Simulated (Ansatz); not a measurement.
## Formation energy of BePd

```
Be Pd
1.0
     2.77258    0.00000    0.00000
     0.00000    2.77258    0.00000
     0.00000    0.00000    2.77258
Be Pd
1 1
Direct
  0.00000 0.00000 0.00000
  0.50000 0.50000 0.50000
```

The cell comes from a relaxation on PAW files under the same functional, begun from a database entry that needn't be the ground state.

All numbers are LDA results (scalar-relativistic) from Ansatz 0.2.0, with a Γ-centred 15×15×15 k mesh, Fermi–Dirac smearing of 0.05 eV, no spin polarisation. Methods: LAPW: all electrons, basis error target 0.5 meV/atom; PAW: frozen-core files, cutoff 420 eV; norm-conserving: pseudopotentials, cutoff 1197 eV.

The elements are taken as Be hcp, Pd fcc, each relaxed on PAW files under the same functional and computed by the same method as the compound; zero-point and thermal terms are left out.

The PAW files were made under PBE. The norm-conserving files are those that the library serves for this functional.

(1) Give the formation energy by each method, with the residual pressure at this cell and the LAPW gap.

(2) Give the LAPW value for one formula unit in kJ/mol.

## Answers

(1) 

```tsv
method	ΔE(formation) (eV/atom)	P at this cell (GPa)	gap (eV)
LAPW	-0.636	-0.04	0.00
PAW	-0.635	0.00	–
norm-conserving	-0.634	0.02	–
```

(2) -0.636 eV/atom × 2 atoms × 96.485 kJ/(mol·eV) = -122.7 kJ/mol, at zero temperature and without zero-point motion.
